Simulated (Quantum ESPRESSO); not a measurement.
RhHf4Au2Al, finding a planted mistake in a log

Computed values, not a measurement. The program is pw.x of Quantum ESPRESSO 7.5 (plane-wave density functional theory). The cell is made up: eight metal atoms on a face-centred cubic lattice, with elements, volume, strain and displacements drawn at random and not relaxed, so it may be unstable or far from any real phase. PseudoDojo standard norm-conserving files set the functional (PBE unless stated); there is no spin polarisation or spin-orbit coupling, the Fermi-Dirac width of 0.25 eV means electrons at about 2900 K, and the masses in the input are unused placeholders. Heavy elements are run without spin-orbit coupling, which real alloys of them have. A spin test at this wide smearing found no moment, but such smearing suppresses magnetism that the real alloy may have.

Intended input:

```
&control calculation='scf', pseudo_dir='./dojo.nc.sr.pbe.v0_5.standard.upf', outdir='./o', disk_io='minimal', tprnfor=.true., tstress=.true. /
&system ibrav=0, nat=8, ntyp=4, nbnd=67, ecutwfc=87.97787729, nosym=.true., tot_charge=0,
 occupations='smearing', smearing='fd', degauss=0.0183746611
/
&electrons conv_thr=1.470e-08, electron_maxstep=70, mixing_beta=0.5 /
ATOMIC_SPECIES
Al 1.0 Al.upf
Au 1.0 Au.upf
Hf 1.0 Hf.upf
Rh 1.0 Rh.upf
CELL_PARAMETERS angstrom
0.0 2.1747 2.1747
-4.3493 4.3493 -4.3493
-4.3493 -4.3493 4.3493
ATOMIC_POSITIONS angstrom
Rh -0.0017 0.0773 -0.0421
Hf -4.3189 -2.2513 2.1625
Hf -4.3337 -0.0546 0.0343
Hf -4.3179 2.0459 -2.1877
Au -2.1504 0.0089 2.1334
Au -2.2216 2.1389 -0.0704
Hf -6.5561 0.0096 2.2323
Al -6.4855 2.2047 0.0301
K_POINTS automatic
8 3 3 1 1 1
```

The log is shortened where brackets say so; the opening notice, blank lines, dates and the lines on written files are dropped, and the path of the files is cut. It prints rydbergs, bohrs and kilobars, and counts compression as positive stress. Its total energy is the free energy E - TS of the whole cell.

Log of the intended run:

```
     Program PWSCF v.7.5
     Parallel version (MPI & OpenMP), running on       4 processor cores
     Number of MPI processes:                 4
     Threads/MPI process:                     1
     [start-up lines left out]
     bravais-lattice index     =            0
     lattice parameter (alat)  =       5.8118  a.u.
     unit-cell volume          =    1110.4389 (a.u.)^3
     number of atoms/cell      =            8
     number of atomic types    =            4
     number of electrons       =       106.00
     number of Kohn-Sham states=           67
     kinetic-energy cutoff     =      87.9779  Ry
     charge density cutoff     =     351.9115  Ry
     scf convergence threshold =      1.5E-08
     mixing beta               =       0.5000
     number of iterations used =            8  plain     mixing
     Exchange-correlation= PBE
                           (   1   4   3   4   0   0   0)
     [axes and pseudopotential details left out]
   Cartesian axes
     site n.     atom                  positions (alat units)
         1        Rh     tau(   1) = (  -0.0005528   0.0251342  -0.0136889  )
         2        Hf     tau(   2) = (  -1.4042964  -0.7320134   0.7031399  )
         3        Hf     tau(   3) = (  -1.4091087  -0.0177533   0.0111527  )
         4        Hf     tau(   4) = (  -1.4039713   0.6652273  -0.7113337  )
         5        Au     tau(   5) = (  -0.6992056   0.0028938   0.6936780  )
         6        Au     tau(   6) = (  -0.7223564   0.6954664  -0.0228907  )
         7        Hf     tau(   7) = (  -2.1317252   0.0031215   0.7258355  )
         8        Al     tau(   8) = (  -2.1087695   0.7168613   0.0097871  )
     number of k points=    36  Fermi-Dirac smearing, width (Ry)=  0.0184
                       cart. coord. in units 2pi/alat
        k(    1) = (  -0.1178538   0.0441942   0.0441942), wk =   0.0555556
        k(    2) = (   0.1178538   0.1620480  -0.0736597), wk =   0.0555556
     [further k points left out]
     Dense  grid:   123767 G-vectors     FFT dimensions: (  36,  90,  90)
     Estimated max dynamical RAM per process >     370.31 MB
     Estimated total dynamical RAM >       1.36 GB
     Initial potential from superposition of free atoms
     starting charge     105.9893, renormalised to     106.0000
     Starting wfcs are   74 randomized atomic wfcs
     total cpu time spent up to now is        5.1 secs
     per-process dynamical memory:   266.0 Mb
     Self-consistent Calculation
     iteration #  1     ecut=    87.98 Ry     beta= 0.50
     Davidson diagonalization with overlap
     ethr =  1.00E-02,  avg # of iterations =  2.8
     total cpu time spent up to now is       16.0 secs
     total energy              =   -1281.64741638 Ry
     estimated scf accuracy    <       3.07500979 Ry
     iteration #  2     ecut=    87.98 Ry     beta= 0.50
     Davidson diagonalization with overlap
     ethr =  2.90E-03,  avg # of iterations =  3.9
     total cpu time spent up to now is       28.7 secs
     total energy              =   -1281.81296162 Ry
     estimated scf accuracy    <      19.92749250 Ry
     [iterations 3 to 15 left out]
     iteration # 16     ecut=    87.98 Ry     beta= 0.50
     Davidson diagonalization with overlap
     ethr =  2.02E-10,  avg # of iterations =  2.0
     total cpu time spent up to now is      169.6 secs
     total energy              =   -1283.49327316 Ry
     estimated scf accuracy    <       0.00000003 Ry
     iteration # 17     ecut=    87.98 Ry     beta= 0.50
     Davidson diagonalization with overlap
     ethr =  2.38E-11,  avg # of iterations =  2.7
     total cpu time spent up to now is      179.9 secs
     End of self-consistent calculation
     [lines on levels left out]
!    total energy              =   -1283.49327316 Ry
     estimated scf accuracy    <          1.6E-09 Ry
     smearing contrib. (-TS)   =      -0.11419583 Ry
     internal energy E=F+TS    =   -1283.37907733 Ry
     The total energy is F=E-TS. E is the sum of the following terms:
     one-electron contribution =    -524.86274359 Ry
     hartree contribution      =     301.86131109 Ry
     xc contribution           =    -257.85249923 Ry
     ewald contribution        =    -802.52514560 Ry
     convergence has been achieved in  17 iterations
     Forces acting on atoms (cartesian axes, Ry/au):
     atom    1 type  4   force =     0.03442794   -0.00262248    0.00133844
     atom    2 type  3   force =     0.01007851   -0.01446317    0.03046742
     atom    3 type  3   force =     0.00171044    0.00746008   -0.00139876
     atom    4 type  3   force =    -0.02292196    0.02940001   -0.01039610
     atom    5 type  2   force =     0.00956865   -0.00612360    0.00502008
     atom    6 type  2   force =     0.01061681   -0.00272655    0.00705746
     atom    7 type  3   force =    -0.02690367    0.01734628   -0.04453548
     atom    8 type  1   force =    -0.01657673   -0.02827056    0.01244694
     Total force =     0.092480     Total SCF correction =     0.000197
     Computing stress (Cartesian axis) and pressure
          total   stress  (Ry/bohr**3)                   (kbar)     P=      -74.37
  -0.00068665   0.00004540  -0.00001945         -101.01        6.68       -2.86
   0.00004540  -0.00043107   0.00014154            6.68      -63.41       20.82
  -0.00001945   0.00014154  -0.00039895           -2.86       20.82      -58.69
     init_run     :      4.47s CPU      4.66s WALL (       1 calls)
     electrons    :    172.73s CPU    174.85s WALL (       1 calls)
     forces       :      1.95s CPU      1.97s WALL (       1 calls)
     stress       :      6.76s CPU      6.99s WALL (       1 calls)
     [timing details left out]
     PWSCF        :   3m 6.34s CPU   3m 8.93s WALL
     JOB DONE.
```

A second run was made from an input with one planted mistake. Its log:

```
     Program PWSCF v.7.5
     Parallel version (MPI & OpenMP), running on       4 processor cores
     Number of MPI processes:                 4
     Threads/MPI process:                     1
     [start-up lines left out]
     bravais-lattice index     =            0
     lattice parameter (alat)  =       5.8118  a.u.
     unit-cell volume          =    1110.4389 (a.u.)^3
     number of atoms/cell      =            8
     number of atomic types    =            4
     number of electrons       =       106.00
     number of Kohn-Sham states=           67
     kinetic-energy cutoff     =      87.9779  Ry
     charge density cutoff     =     351.9115  Ry
     scf convergence threshold =      1.5E-08
     mixing beta               =       0.5000
     number of iterations used =            8  plain     mixing
     Exchange-correlation= PBE
                           (   1   4   3   4   0   0   0)
     [axes and pseudopotential details left out]
   Cartesian axes
     site n.     atom                  positions (alat units)
         1        Rh     tau(   1) = (  -0.0005528   0.0251342  -0.0136889  )
         2        Hf     tau(   2) = (  -1.4042964  -0.7320134   0.7031399  )
         3        Hf     tau(   3) = (  -1.4091087   0.0115104   0.0111527  )
         4        Hf     tau(   4) = (  -1.4039713   0.6652273  -0.7113337  )
         5        Au     tau(   5) = (  -0.6992056   0.0028938   0.6936780  )
         6        Au     tau(   6) = (  -0.7223564   0.6954664  -0.0228907  )
         7        Hf     tau(   7) = (  -2.1317252   0.0031215   0.7258355  )
         8        Al     tau(   8) = (  -2.1087695   0.7168613   0.0097871  )
     number of k points=    36  Fermi-Dirac smearing, width (Ry)=  0.0184
                       cart. coord. in units 2pi/alat
        k(    1) = (  -0.1178538   0.0441942   0.0441942), wk =   0.0555556
        k(    2) = (   0.1178538   0.1620480  -0.0736597), wk =   0.0555556
     [further k points left out]
     Dense  grid:   123767 G-vectors     FFT dimensions: (  36,  90,  90)
     Estimated max dynamical RAM per process >     370.31 MB
     Estimated total dynamical RAM >       1.36 GB
     Initial potential from superposition of free atoms
     starting charge     105.9893, renormalised to     106.0000
     Starting wfcs are   74 randomized atomic wfcs
     total cpu time spent up to now is        4.8 secs
     per-process dynamical memory:   275.9 Mb
     Self-consistent Calculation
     iteration #  1     ecut=    87.98 Ry     beta= 0.50
     Davidson diagonalization with overlap
     ethr =  1.00E-02,  avg # of iterations =  2.8
     total cpu time spent up to now is       15.7 secs
     total energy              =   -1281.66745652 Ry
     estimated scf accuracy    <       3.04253286 Ry
     iteration #  2     ecut=    87.98 Ry     beta= 0.50
     Davidson diagonalization with overlap
     ethr =  2.87E-03,  avg # of iterations =  3.9
     total cpu time spent up to now is       27.7 secs
     total energy              =   -1281.82134544 Ry
     estimated scf accuracy    <      19.74541155 Ry
     [iterations 3 to 15 left out]
     iteration # 16     ecut=    87.98 Ry     beta= 0.50
     Davidson diagonalization with overlap
     ethr =  2.07E-10,  avg # of iterations =  2.0
     total cpu time spent up to now is      171.6 secs
     total energy              =   -1283.49288280 Ry
     estimated scf accuracy    <       0.00000002 Ry
     iteration # 17     ecut=    87.98 Ry     beta= 0.50
     Davidson diagonalization with overlap
     ethr =  2.28E-11,  avg # of iterations =  2.2
     total cpu time spent up to now is      181.1 secs
     End of self-consistent calculation
     [lines on levels left out]
!    total energy              =   -1283.49288281 Ry
     estimated scf accuracy    <          1.3E-09 Ry
     smearing contrib. (-TS)   =      -0.11478995 Ry
     internal energy E=F+TS    =   -1283.37809286 Ry
     The total energy is F=E-TS. E is the sum of the following terms:
     one-electron contribution =    -524.22916871 Ry
     hartree contribution      =     301.53451707 Ry
     xc contribution           =    -257.85023442 Ry
     ewald contribution        =    -802.83320679 Ry
     convergence has been achieved in  17 iterations
     Forces acting on atoms (cartesian axes, Ry/au):
     atom    1 type  4   force =     0.03452746   -0.00190346    0.00095643
     atom    2 type  3   force =     0.01034389   -0.00993717    0.02584667
     atom    3 type  3   force =    -0.00085107   -0.01197602    0.00760211
     atom    4 type  3   force =    -0.02316068    0.03341304   -0.01656302
     atom    5 type  2   force =     0.00730057   -0.00485129    0.00590874
     atom    6 type  2   force =     0.01289873   -0.00044299    0.00794828
     atom    7 type  3   force =    -0.02289083    0.02163018   -0.04407989
     atom    8 type  1   force =    -0.01816806   -0.02593230    0.01238067
     Total force =     0.092908     Total SCF correction =     0.000147
     Computing stress (Cartesian axis) and pressure
          total   stress  (Ry/bohr**3)                   (kbar)     P=      -74.65
  -0.00069752   0.00004330  -0.00002100         -102.61        6.37       -3.09
   0.00004330  -0.00043460   0.00014199            6.37      -63.93       20.89
  -0.00002100   0.00014199  -0.00039026           -3.09       20.89      -57.41
     init_run     :      4.54s CPU      4.72s WALL (       1 calls)
     electrons    :    174.01s CPU    176.35s WALL (       1 calls)
     forces       :      1.91s CPU      1.94s WALL (       1 calls)
     stress       :      6.52s CPU      6.69s WALL (       1 calls)
     [timing details left out]
     PWSCF        :   3m 7.08s CPU   3m 9.84s WALL
     JOB DONE.
```

Question: the log repeats what the program read. Compare it with the intended run: what was wrong in the second input?

Answer: one coordinate of one atom is wrong. The input lines that differ:

```
- Hf -4.3337 -0.0546 0.0343
+ Hf -4.3337 0.0354 0.0343
```

|  | intended run | run with the mistake |
| --- | --- | --- |
| free energy (eV) | -17462.816 | -17462.810 |
| entropy term -TS, part of it (eV) | -1.554 | -1.562 |
| pressure (GPa) | -7.44 | -7.46 |
| size of the largest force component (eV/Å) | 1.145 | 1.133 |
| largest change of a force component (eV/Å) |  | 0.500 |
| iterations | 17 | 17 |

For scale, a rerun of the intended cell at a higher cutoff and on a denser mesh moved values by no more than 0.004 eV in energy, 0.02 GPa in stress and 0.006 eV/Å in force, and a second program with other atomic files agreed on that cell to 2 % rms in force and 0.5 GPa in pressure.